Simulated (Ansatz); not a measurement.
Si$_{2}$Mo$_{5}$: relaxed-ion elastic tensor

Computed with DFT PBE, scalar-relativistic, plane waves, PAW (Ansatz 0.2.0). Cutoff 420 eV, 8×8×6 k-points (Γ-centred), Gaussian smearing of 0.10 eV. No spin polarisation.

Relaxed structure:
```
CELL_PARAMETERS angstrom
2.49847 -4.20217 0.00000
2.49847 4.20217 0.00000
0.00000 0.00000 4.95675
ATOMIC_POSITIONS crystal
Si 0.00000 0.50000 0.00000
Si 0.50000 0.00000 0.00000
Mo 0.00000 0.00000 0.74325
Mo 0.00000 0.00000 0.25675
Mo 0.50000 0.50000 0.00000
Mo 0.32822 0.67178 0.50000
Mo 0.67178 0.32822 0.50000
```

The cell was found from a proposed guess, not taken from experiment. In a metal, frequencies and elastic constants depend on the k mesh and the smearing, soft modes and shear constants most.

Question: Give the relaxed-ion elastic constants (GPa, Voigt order xx yy zz yz xz xy, on the Cartesian axes of the cell above).

Answer:
C11 = 392.9, C12 = 176.1, C13 = 127.5, C22 = 387.3, C23 = 171.6, C33 = 412.2, C44 = 80.9, C55 = 78.0, C66 = 102.0 GPa; the others vanish.

Question: Is the crystal stable against homogeneous strain?

Answer: Yes: the least eigenvalue of the tensor is 78.0 GPa.

Question: And the moduli of a polycrystal (Hill averages)?

Answer: B = 238 GPa, G = 98 GPa, E = 258 GPa, ν = 0.32.
